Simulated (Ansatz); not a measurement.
Consider the following.

Na (bcc, W type)

```cif
data_Na2
_chemical_formula_sum 'Na2'
_space_group_name_H-M_alt 'Im-3m'
_space_group_IT_number 229
_space_group_name_Hall '-I 4 2 3'
_cell_length_a 4.19680
_cell_length_b 4.19680
_cell_length_c 4.19680
_cell_angle_alpha 90.000
_cell_angle_beta 90.000
_cell_angle_gamma 90.000
loop_
_atom_site_label
_atom_site_type_symbol
_atom_site_symmetry_multiplicity
_atom_site_Wyckoff_symbol
_atom_site_fract_x
_atom_site_fract_y
_atom_site_fract_z
_atom_site_occupancy
Na1 Na 2 a 0.00000 0.00000 0.00000 1
```
(The calculation used a cell of 1 atom; values per cell refer to that cell.)

Equation-of-state scan: isotropic scaling of the cell above, V₀ being its volume. Symmetry pins the atoms to their sites.

These are PBE (plane waves to 420 eV, PAW, scalar-relativistic; Ansatz, a program for electronic structure) values and carry that method's errors. k mesh 16×16×16 (Γ-centred), Fermi-Dirac smearing 0.05 eV. The energy includes the smearing's −TS. Stress and pressure are positive under compression. Na was relaxed with its symmetry unable to fall. The PAW data are Ansatz's earlier set. The zero of ΔE is the relaxed starting cell.

The scan covers V/V₀ from 0.900 to 1.100 in 9 points.

Q: What is the fitted pressure derivative B₀′?

A: 3.7.

Q: What bulk modulus B₀ follows from a third-order Birch-Murnaghan fit?

A: 7.8 GPa.

(Under strain, the slope of the energy per volume gives the stress and its curvature an elastic modulus.)
